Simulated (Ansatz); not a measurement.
Relaxed-ion elastic tensor of MoPt (rock salt, Fm-3m) in GPa (Voigt order), DFT-PBEsol in the program Ansatz with PAW potentials; density 13.89 g/cm³, 17.40 Å³ per atom.

|  | 1 | 2 | 3 | 4 | 5 | 6 |
|---|---|---|---|---|---|---|
| 1 | 277 | 192 | 192 | 0.0 | 0.0 | 0.0 |
| 2 | 192 | 277 | 192 | 0.0 | 0.0 | 0.0 |
| 3 | 192 | 192 | 277 | 0.0 | 0.0 | 0.0 |
| 4 | 0.0 | 0.0 | 0.0 | 6.3 | 0.0 | 0.0 |
| 5 | 0.0 | 0.0 | 0.0 | 0.0 | 6.3 | 0.0 |
| 6 | 0.0 | 0.0 | 0.0 | 0.0 | 0.0 | 6.3 |

Task: Is the crystal mechanically stable?

Result: Yes: the smallest eigenvalue of C is 6.3 GPa.

Task: Work out the Voigt, Reuss and Hill averages.

Result: K_V = 220, K_R = 220, K_H = 220; G_V = 20.8, G_R = 9.6, G_H = 15.2 GPa.

Task: Give Young's modulus, Poisson's ratio, Pugh's ratio and the universal anisotropy index.

Result: E = 9KG/(3K + G) = 44.6 GPa; ν = 0.47; K/G = 14.48 (ductile by the Pugh limit of 1.75); A_U = 5G_V/G_R + K_V/K_R − 6 = 5.81.

Task: Estimate the sound speeds and the Debye temperature.

Result: v_l = √((K + 4G/3)/ρ) = 4160 m/s, v_t = √(G/ρ) = 1050 m/s, mean 1190 m/s; Θ = (h/k)(3n/4πV)^(1/3) v_m = 137 K.

Task: Give the Zener ratio and Young's modulus along [100], [110] and [111].

Result: A = 2C44/(C11 − C12) = 0.15; 1/E = S11 − 2(S11 − S12 − S44/2)Γ with Γ = 0, 1/4, 1/3 gives 120, 23.9, 18.8 GPa.

Task: Solve the Christoffel equation for the three sound speeds along [100], [110], [111].

Result: Eigenvalues of C_ijkl n_j n_l equal ρv². In km/s, slowest first: [100] 0.68, 0.68, 4.46; [110] 0.68, 1.75, 4.16; [111] 1.48, 1.48, 4.06.

The start of the workflow was typed in or built on a structure type; neither database checked (COD, Materials Project) lists it. Whether it is the stable phase at ambient conditions was not checked. The cell was relaxed with PBEsol under the symmetry of its start; its stability against distortions is not shown here. No spin polarisation was allowed. Its formation energy is positive at this level, so the cell may be metastable or incomplete. As this level gives no gap, shear constants depend on the k-mesh and smearing (Fermi–Dirac, 0.1 eV here). Spin–orbit coupling is left out wherever it is not named.

Potentials: the later of the program's two PAW sets.
